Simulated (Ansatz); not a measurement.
Run on hcp Sb (0001), 3 layers: DFT, LDA, all-electron PAW with datasets made for the crystal, scalar-relativistic (Ansatz 0.2.0).

The slab is cut from a bulk crystal relaxed on PAW files (its atoms may have been relaxed since), whose type needn't be the stable one.

Command: `ansatz run input.yaml --threads 1 --pin off --max-ram 3584MiB --backend cpu --events-out ev --progress --plain --runs-dir out` It took 11 s on 1 thread of AMD EPYC 7R43 64-Core Processor (Zen 3), with other jobs on the host, peak memory 0.65 GiB.

```yaml
crystal:
  lattice:
    - [3.2985250201, 0.0, 0.0]
    - [-1.64926251, 2.8566064624, 0.0]
    - [0.0, 0.0, 21.4548]
  atoms:
    - { symbol: Sb, position: [0.0, 0.0, 0.3773906233] }
    - { symbol: Sb, position: [0.3333333333, 0.6666666667, 0.4999999997] }
    - { symbol: Sb, position: [0.0, 0.0, 0.622609377] }
kpoints:
  mp_grid: { grid: [14, 14, 1] }
scf:
  occupations: { method: fermi_dirac, width: 0.08 }
hamiltonian:
  xc: lda
  pseudopotentials: { kind: all_electron, datasets: crystal }
output:
  forces: true
  stress: true
  eigenvalues: true
efield:
  axis: 3
  amplitude: 0
  dipole_correction: true
```

Output:

```
hamiltonian.pseudopotentials.datasets: crystal makes datasets for this crystal and solves the spheres of its atoms anew in each pass: cutoff 180.0 eV, the density's 720.0 eV; for an error of 0.50 meV an atom under PBE, 1.5 meV for the cell; an energy difference from a run of another recipe may be off by several times the error for the cell, under r2SCAN by more, where some 0.1 meV an atom stays at smaller errors; Sb in spheres of 1.376 Å, 5 of its electrons in bands, 10 on its site; only band paths and densities of states list, in semicore columns, the levels of the semicore shells that are solved separately: 4d of Sb
Engine: ansatz 0.2.0
Pseudopotentials: kind: all_electron
Pseudopotential: Sb, paw, valence charge 15, recommended cutoff 180 eV (normal), crystal/all_electron/lda/scalar/gaussian/Sb, Koelling and Harmon's equation, gaussian nucleus
Functional definition: SPW92
  exchange = slater_x
  correlation = pw_c
Crystal: 3 atoms, lattice volume = 202.160 Å³
Basis set: ecut = 180 eV, 1151 PW (Γ)
Bands: 12, of which v1, the nominal top of the filled ones, is band 8 counted from 1 (7 counted from 0)
Symmetry: 6 space group operations
k-points: 24 of 196 (time reversal used)
Non-local potential: Sb, projectors of the file, l = 0: 1, l = 1: 1
PAW form: soft (Blöchl's): semilocal exchange-correlation on the pseudo side does not see the compensation charge
PAW one-centre angular grid: Sb, 110 points (default); XC on its mesh's 1863 points in the sphere
Initial density: superposition of atomic densities (neutral atoms: chi_scale 0, normalization atom)
Initial wavefunctions: pseudopotential atomic-orbital guess
Functional: x = slater, c = lda
iter 1 solved again at ethr=2.13e-3 eV; its pass at ethr=1.00e-1 eV (dr2=3.20e-1 eV) is discarded
SCF iter   1: F=—  HF=-528657.940488 eV  |F-HF|=—  |Δ(HF+E_count)|=         —  Δρ=5.22e-3  dr2=1.27e-1  ethr=2.13e-3  p=-0.000 e·Å  D=-7.55e-14 V/Å  ΔV_dip=0.00 eV  dr2_dipole=3.03e-9  V_vac-E_F(+/−)=5.22/5.22 eV  ⟨swp⟩=4.5  Hψ=2063  notcnv=0
efield: sawtooth ramp at fractional position 0.9500 (placed from the atoms, in the widest stretch of the axis that holds none; the zero of the levels goes with the place), width 0.1000; the density the first Hamiltonian is built on has a dipole p = -0.000 e·Å; the dipole correction subtracts the counter field D = -7.55e-14 V/Å, which shifts the + side's vacuum level by +0.00 eV against the − side's; the planar-averaged density in the ramp window peaks in size at 1.6e-6 e/Å³
preconditioner: auto → LDOS  [metal: Δε(μ)=0.047 eV  Ē_g=7.418 eV  σ=0.080 eV  W_gap=0.14  n_scr=12 (ndim 8)  ℏωp=10.1 eV  f_vac=0.516  D(μ)=2.60/eV (n_scr^D=10)  β→1.0]
iter 2 solved again at ethr=4.02e-5 eV; its pass at ethr=8.47e-4 eV (dr2=6.03e-3 eV) is discarded
SCF iter   2: F=—  HF=-528657.875464 eV  |F-HF|=—  |Δ(HF+E_count)|=   6.50e-2  Δρ=1.58e-3  dr2=6.22e-3  ethr=4.02e-5  p=-0.000 e·Å  D=-4.25e-6 V/Å  ΔV_dip=0.00 eV  dr2_dipole=1.78e-9  V_vac-E_F(+/−)=4.70/4.70 eV  ⟨swp⟩=2.6  Hψ=1255  notcnv=0  defer=3
SCF iter   3: F=—  HF=-528657.874749 eV  |F-HF|=—  |Δ(HF+E_count)|=   7.15e-4  Δρ=7.51e-4  dr2=2.04e-3  ethr=4.02e-5  p=-0.000 e·Å  D=-1.99e-6 V/Å  ΔV_dip=0.00 eV  dr2_dipole=2.25e-11  V_vac-E_F(+/−)=4.61/4.61 eV  ⟨swp⟩=3.0  Hψ=526  notcnv=0  defer=2
SCF iter   4: F=—  HF=-528657.874296 eV  |F-HF|=—  |Δ(HF+E_count)|=   4.53e-4  Δρ=5.26e-4  dr2=9.25e-4  ethr=1.36e-5  p=-0.000 e·Å  D=-6.64e-7 V/Å  ΔV_dip=0.00 eV  dr2_dipole=3.48e-11  V_vac-E_F(+/−)=4.59/4.59 eV  ⟨swp⟩=3.0  Hψ=828  notcnv=0
SCF iter   5: F=—  HF=-528657.874024 eV  |F-HF|=—  |Δ(HF+E_count)|=   2.72e-4  Δρ=1.37e-4  dr2=5.42e-5  ethr=6.17e-6  p=-0.000 e·Å  D=-6.06e-9 V/Å  ΔV_dip=0.00 eV  dr2_dipole=2.52e-13  V_vac-E_F(+/−)=4.59/4.59 eV  ⟨swp⟩=2.0  Hψ=478  notcnv=0
SCF iter   6: F=—  HF=-528657.874016 eV  |F-HF|=—  |Δ(HF+E_count)|=   8.24e-6  Δρ=2.84e-5  dr2=1.53e-6  ethr=3.61e-7  p=0.000 e·Å  D=1.68e-7 V/Å  ΔV_dip=-0.00 eV  dr2_dipole=3.23e-13  V_vac-E_F(+/−)=4.59/4.59 eV  ⟨swp⟩=2.8  Hψ=504  notcnv=0
SCF iter   7: F=—  HF=-528657.874016 eV  |F-HF|=—  |Δ(HF+E_count)|=   2.76e-7  Δρ=5.15e-6  dr2=1.58e-7  ethr=1.02e-8  p=0.000 e·Å  D=1.30e-7 V/Å  ΔV_dip=-0.00 eV  dr2_dipole=1.17e-13  V_vac-E_F(+/−)=4.59/4.59 eV  ⟨swp⟩=3.3  Hψ=599  notcnv=0
SCF iter   8: F=-528657.874016 eV  HF=-528657.874016 eV  |F-HF|=6.52e-9  |Δ(HF+E_count)|=   6.66e-8  Δρ=1.05e-6  dr2=4.32e-9  ethr=1.05e-9  p=-0.000 e·Å  D=-6.18e-9 V/Å  ΔV_dip=0.00 eV  dr2_dipole=3.75e-15  V_vac-E_F(+/−)=4.58/4.58 eV  ⟨swp⟩=2.9  Hψ=509  notcnv=0
SCF 1 converged in 8 iterations: F = -528657.874019 eV  dr2 = 4.32e-9
  Residual-converged pass: ⟨swp⟩=3.9  Hψ=691  notcnv=0  max |occ|·‖R‖ = 6.4e-6 eV (tolerance 6.5e-6 eV)  dr2=3.46e-9  dr2_onsite=7.94e-10  max |Δocc| = 3.1e-9
  greatest PAW one-centre occupation: 0.782 electrons in one spin orbital (limit 2), on the Sb atom at site 1 (counted from 0), in its partial waves of l = 0
SCF converged after 8 iterations
Free energy (F): -528657.874019 eV
Harris-Foulkes:  -528657.874019 eV  (|F-HF|=6.52e-9)
Internal energy: -528657.822601 eV  (E = F + TS)
E sigma→0 (E₀):  -528657.848310 eV
Entropy (-TS):   -0.051418 eV (-17.139 meV/atom)
Past the cutoff: the bands carry plane waves up to 1.75 times it, of which those up to 1.5 times it add -0.000067 eV an atom, each by itself; the spheres take 0.000057 eV an atom off the energy for waves past 1.75 times it
By the cutoff:   a pressure is off by up to 0.004 GPa (1.2 times the spheres' own share and the shells' term, over an atom's volume, and 0.004 GPa: a bound that held against runs at twice the plane waves)
Past the cutoffs: a stress includes 0.0004 GPa for waves and charges beyond them, in addition to the slope of what the spheres take
In the spheres:  the bands' charges fall short by 6.8e-7 e at most (sound up to 1e-3), those of shells solved beside the bands by 7.0e-7 e (sound up to 5e-4)
Fermi energy:    2.951913 eV
Dipole field:    D = -0.000000 V/Å  (p = -0.000000 e·Å, saw-weighted, corrected)
Work function:   Φ+ = 4.5846 eV   Φ− = 4.5846 eV
Levels:          The Fermi level and band energies are counted from a zero that moves with the ramp; work functions are not
--- Per-component energies (eV) ---
  E_band       = -35.042083
  E_kinetic    = 161.103333
  E_local      = -31930.788648  (includes V_loc(G=0)·N_el)
  E_nonlocal   = 25.655745
  E_hartree    = 15708.120517
  E_xc         = -265.569597
  E_vxc        = -265.776696  (∫ρ·V_xc dr)
  E_paw        = -535074.775782  (= ΣΔE_a)
  E_vpaw       = -12173.395033  (= ΣTr[D̂ρ^β])
  E_efield     = 0.000000  (sawtooth field / dipole correction)
  E_vefield    = -0.000000  (∫n·V_field dr)
  E_ewald      = 9986.504733
  E_smearing   = -0.051418  (= −TS)
  E_closure    = 12731.927099  (closes the sum)
  Σ components = -528657.874019   (vs F -528657.874019, Δ=0.00e0)
  The terms above E_closure are by the made datasets' own strengths, without shells solved beside the bands.
--- Forces (eV/Å), atoms counted from 1 ---
  atom   1  Sb    -0.00000000     0.00000000    -0.00161185
  atom   2  Sb    -0.00000000     0.00000000    -0.00000004
  atom   3  Sb    -0.00000000    -0.00000000     0.00161196
  max |Σ_I F_I| component: 7.36e-8 eV/Å
--- Stress (GPa, compression-positive) ---
       -0.836203      -0.000000      -0.000000
       -0.000000      -0.836203       0.000000
       -0.000000       0.000000       0.006940
  P = ⅓ Tr σ = -0.5552 GPa (-5.552 kbar)
  It holds what live shells' own plane waves past their cutoff add
--- Band table (eV; the first three rows and the last of 24) ---
  k-point 0: bands = ["-10.1811", "-8.7479", "-7.0299", "-1.8278", "1.3369", "4.8463", "6.9575", "6.9661", "6.9661", "7.6511", "7.9659"]
  k-point 1: bands = ["-10.0865", "-8.6552", "-6.9433", "-1.7333", "1.4145", "4.9003", "6.0103", "6.6114", "7.0515", "7.1262", "7.7177"]
  k-point 2: bands = ["-9.8035", "-8.3779", "-6.6858", "-1.4533", "1.6256", "4.2042", "4.8649", "5.6455", "5.8973", "6.5040", "7.1365"]
  k-point 23: bands = ["-5.5017", "-4.8741", "-4.7045", "-1.4282", "-1.1283", "-0.5045", "0.1820", "0.4690", "1.6786", "2.8841", "4.2328"]
```

Spin–orbit coupling is left out, which matters for the heavy atoms. The cell is 1×1, so reconstructions are forbidden, and in slabs of four or five layers the relaxations can be far larger than at a real surface.
